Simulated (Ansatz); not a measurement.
# Ti$_{2}$GeC: computed property card

Ti₂GeC:
```
Ti2GeC
1.0
    3.08514     0.00000     0.00000
   -1.54257     2.67181     0.00000
    0.00000     0.00000    12.90429
Ti Ge C
4 2 2
Direct
  0.66667   0.33333   0.58930
  0.33333   0.66667   0.41070
  0.33333   0.66667   0.08930
  0.66667   0.33333   0.91070
  0.66667   0.33333   0.25000
  0.33333   0.66667   0.75000
  0.00000   0.00000   0.50000
  0.00000   0.00000   0.00000
```

Space group P6_3/mmc (No. 194); conventional cell a = b = 3.0851 Å, c = 12.9043 Å, α = β = 90.00°, γ = 120.00°.

Method: the program Ansatz at the r²SCAN level (PAW). The cell and atoms are relaxed at this level. Other levels are named where they apply.

### Cell and energy

```yaml
volume_per_atom: 13.30 Å³
density: 5.63 g/cm³
Formation energy from the elements (no fitted shifts): -0.89 eV/atom
```

### Electronic structure

```yaml
electronic_character: metallic (no gap)
Density of states at the Fermi level: 0.35 states/eV per atom (mean over ±0.08 eV)
```

The workflow started from a Materials Project entry (that database holds measured and hypothetical structures alike); the Crystallography Open Database copy checked does not list it. Whether it is the stable phase at ambient conditions was not checked. The r²SCAN relaxation kept the symmetry of its start; whether a distortion lowers the energy is not shown. The run is not spin-polarised. The references are the lowest solids computed at this level, not always the standard phases. Spin–orbit coupling is left out wherever it is not named.

Potentials: the later of the program's two PAW sets.
